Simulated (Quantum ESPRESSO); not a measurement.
CsNbP2O8 is modelled in the monoclinic space group C2/m (No. 12), Pearson symbol mS24. Cell: a = 8.7413 Å, b = 5.2614 Å, c = 8.7736 Å, α = γ = 90.00°, β = 93.41°. O1 on 8j sees 1 P at 1.549 Å and 1 Nb at 1.991 Å and 1 Cs at 3.363 Å. O2 on 4i is surrounded by 1 P at 1.553 Å and 1 Nb at 1.957 Å (bent). O3 on 4i sees 1 P at 1.470 Å and 3 Cs at 3.136–3.277 Å. P on 4i is surrounded by 1 O at 1.470 Å and 3 O at 1.549–1.553 Å (tetrahedral). Nb on 2c sees 6 O at 1.957–1.991 Å (octahedral). Cs on 2a is coordinated by 10 O at 3.136–3.363 Å. (Neighbours: up to the widest gap in distance over summed covalent radii, below 1.35, at either atom; cation-cation contacts left out.)
(The calculation used a cell of 12 atoms; values per cell refer to that cell.)

The geometry is that of Materials Project entry mp-555286, symmetrised and not relaxed again.

**Question.** What does PBEsol (pw.x of Quantum ESPRESSO, ONCV potentials, no spin-orbit coupling) give for the electronic structure near the Fermi level?

**Answer.** The PBEsol gap is indirect, 2.65 eV, from Y to Γ; the smallest direct gap is 2.74 eV. Another valence extremum on the path lies within 0.02 eV, too close to call. Spin-orbit splittings are left out.
